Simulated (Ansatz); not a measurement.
CdNi3N:
```yaml
crystal:
  lattice:
    - [3.79718, 0.00000, 0.00000]
    - [0.00000, 3.79718, 0.00000]
    - [0.00000, 0.00000, 3.79718]
  atoms:
    - { symbol: Cd, position: [0.00000, 0.00000, 0.00000] }
    - { symbol: Ni, position: [0.00000, 0.50000, 0.50000] }
    - { symbol: Ni, position: [0.50000, 0.00000, 0.50000] }
    - { symbol: Ni, position: [0.50000, 0.50000, 0.00000] }
    - { symbol: N, position: [0.50000, 0.50000, 0.50000] }
```

Relaxed with PBEsol. Special points in fractions of this cell's reciprocal vectors: Γ (0.000, 0.000, 0.000); X (0.000, 0.500, 0.000); M (0.500, 0.500, 0.000); R (0.500, 0.500, 0.500).

**Question.** List the band energies nearest the Fermi level at these points for plane-wave PAW PBEsol with spin–orbit coupling (Ansatz code).

**Answer.** In eV from the Fermi level; about four levels below and three above (degenerate sets whole), none deeper than 8.9 eV; points with the same levels are listed once.

```tsv
k	below	above
Γ	-0.60 -0.60 -0.60 -0.60 -0.39 -0.39	1.46 1.46 3.59 3.59
X	-0.58 -0.58 -0.49 -0.49	1.65 1.65 2.43 2.43
M	-0.18 -0.18 -0.09 -0.09	0.13 0.13 3.98 3.98
R	-0.58 -0.58 -0.58 -0.58	1.06 1.06 1.06 1.06
```

Space group Pm-3m (anti-perovskite). The workflow started from an entry of the Crystallography Open Database (COD). Whether it is the stable phase at ambient conditions was not checked. Symmetry was held in the PBEsol relaxation; whether a distortion lowers the energy is not shown. The workflow began spin-polarised and lost its moments.

Potentials: the later of the program's two PAW sets.
